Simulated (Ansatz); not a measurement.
RPA correlation energy of Fe

Computed with Ansatz (0.2 early development build): the random-phase approximation on Kohn-Sham orbitals, among the valence electrons of the potentials. The first cell is shown; energies are per atom.

```yaml
crystal:
  lattice:
    - [-1.43350, 1.43350, 1.43350]
    - [1.43350, -1.43350, 1.43350]
    - [1.43350, 1.43350, -1.43350]
  atoms:
    - { symbol: Fe, position: [0.00000, 0.00000, 0.00000] }
```

- occupations: Fermi-Dirac
- smearing width: 0.1 eV
- left at the program's default: cutoff
- spin: typed start
- long-wavelength term: mesh_fit

| atoms | functional | potentials | mesh | bands | response cutoffs (eV) | correlation at each (eV) | extrapolated | result (eV) | time |
| --- | --- | --- | --- | --- | --- | --- | --- | --- | --- |
| 1 | PBE | norm-conserving (standard table) | 8x8x8 | 52 empty | 96 120 150 | -19.377 -21.170 -23.047 | yes | -26.710 | 33 s on 36 threads of Grace |

Limits of these runs: moments end on one start, may not be the lowest state; no spin-orbit coupling; small test settings, not converged.

Problem. How much of the correlation energy lies beyond the highest cutoff in the last run?

Solution. At 150 eV the sum gives -23.047 eV an atom and the result is -26.710 eV, so 13.7 % comes from the extrapolation.
